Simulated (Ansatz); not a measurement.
The elements of this relaxed trial crystal are hidden behind letters.

```
lattice vectors (Å)
   5.7014    0.0000    0.0000
  -2.8507    4.9376    0.0000
   0.0000    0.0000    5.5087
fractional positions
X 0.0000 0.0000 0.0000
Z 0.3333 0.6667 0.0000
Z 0.6667 0.3333 0.0000
Z 0.6777 0.6777 0.5000
Z 0.3223 0.0000 0.5000
Z 0.0000 0.3223 0.5000
```

Computed with DFT PBE, scalar-relativistic, plane waves, PAW (Ansatz). Cutoff 420 eV, Γ-centred 12×12×8 mesh (6-atom cell), Gaussian smearing of 0.10 eV, no spin polarisation.

- Space group: P-62m (No. 189)
- Conventional cell: a = 5.701 Å, c = 5.509 Å
- Volume per atom: 25.85 Å³
- Density: 6.66 g/cm³
- Formation energy: +0.24 eV/atom
- Gap on the 12×12×8 mesh of the 6-atom cell: 0 eV (a metal)

Energies are uncorrected and count from the elements' standard states at the same level.

**Question.** X is a p-block element of period 3 and Z is a p-block element of period 5. Which elements are they?

**Answer.** X = Si, Z = Sn, so the formula is SiSn5. Density times volume gives a mean mass of 6.66 × 25.85/1.6605 = 103.7 u per atom, and this set has 103.6 u. Si is surrounded by 12 Sn at 3.29–3.31 Å; around Sn on a site of symmetry -6 lie 3 Si at 3.29 Å and 9 Sn at 3.29–3.36 Å; Sn on a site of symmetry m2m has 10 Sn at 3.18–3.36 Å and 2 Si at 3.31 Å. Other sets within the hints have nearly the same mass, so mass alone doesn't settle it; this one was computed.

A structure relaxed within its symmetry needn't be a true minimum. Another cell of SiSn5 relaxed alike, in P6/mmm, lies 30 meV/atom lower, so this cell isn't the stable form at this level.
